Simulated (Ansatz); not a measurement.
Pt (fcc, Cu type)

Space group Fm-3m (No. 225); a = 3.9701 Å, b = 3.9701 Å, c = 3.9701 Å, α = 90.00°, β = 90.00°, γ = 90.00°

```csv
atom,site,symmetry,x,y,z
Pt,4a,m-3m,0.0000,0.0000,0.0000
```
(The calculation used a cell of 1 atom; values per cell refer to that cell.)

Equation-of-state scan: isotropic scaling of the cell above, V₀ being its volume. Symmetry pins the atoms to their sites.

Level of theory: PBE (plane waves to 420 eV, PAW, scalar-relativistic; Ansatz, an electronic-structure program). k mesh 20×20×20 (Γ-centred), Fermi-Dirac smearing 0.05 eV. E stands for the smeared free energy. Pt is run without spin polarisation. Pt was relaxed with its symmetry unable to fall. Spin-orbit coupling is left out, though Pt is heavy. The PAW data are Ansatz's earlier set. The zero of ΔE is the relaxed starting cell. The last digit holds for this mesh only.

| V (Å³/atom) | ΔE (meV/atom) |
|---|---|
| 14.079 | 151.9 |
| 14.340 | 101.4 |
| 14.601 | 62.5 |
| 14.862 | 33.8 |
| 15.122 | 14.5 |
| 15.383 | 3.5 |
| 15.644 | 0.0 |
| 15.905 | 3.3 |
| 16.165 | 12.5 |
| 16.426 | 27.3 |
| 16.687 | 46.8 |
| 16.947 | 70.7 |
| 17.208 | 98.5 |

Problem. What is the fitted pressure derivative B₀′?

Solution. 5.5.

Problem. What bulk modulus B₀ follows from a third-order Birch-Murnaghan fit?

Solution. 248 GPa. Check by three points about V = 15.644 Å³/atom, step 0.521: d²E/dV² ≈ (14 − 2·0 + 13) meV / 0.521² = 0.0993 eV/Å⁶, and V·d²E/dV² × 160.2 = 249 GPa.

(Under strain, the slope of the energy per volume gives the stress and its curvature an elastic modulus.)
